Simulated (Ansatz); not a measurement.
Given:

MoPd:
```cif
data_MoPd
_chemical_formula_sum 'Pd1 Mo1'
_space_group_name_H-M_alt 'P 1'
_space_group_IT_number 1
_cell_length_a 3.15905
_cell_length_b 3.15905
_cell_length_c 3.15905
_cell_angle_alpha 90.000
_cell_angle_beta 90.000
_cell_angle_gamma 90.000
loop_
_space_group_symop_operation_xyz
  'x, y, z'
loop_
_atom_site_label
_atom_site_type_symbol
_atom_site_fract_x
_atom_site_fract_y
_atom_site_fract_z
_atom_site_occupancy
Pd1 Pd 0.00000 0.00000 0.00000 1
Mo1 Mo 0.50000 0.50000 0.50000 1
```

This is the PBE-relaxed structure.

Task: All from PBE (plane waves, PAW; program Ansatz), unless another level is named. Give the formation energy from the elements (no fitted shifts).

Result: 0.46 eV/atom.

Task: What about the density of states at the Fermi level?

Result: 1.7 states/eV per atom (mean over ±0.08 eV).

Task: Next, the gap with spin–orbit coupling?

Result: none (metallic).

Space group Pm-3m (CsCl type). The start of the workflow was typed in or built on a structure type; neither database checked (COD, Materials Project) lists it. Whether it is the stable phase at ambient conditions was not checked. The PBE relaxation kept the symmetry of its start; whether a distortion lowers the energy is not shown. No spin polarisation was allowed. Its formation energy is positive at this level, so the cell may be metastable or incomplete. The references are the lowest solids computed at this level, not always the standard phases. Scalar-relativistic: spin–orbit coupling is off unless named, which matters more the heavier the elements.

Potentials: the earlier of the program's two PAW sets.
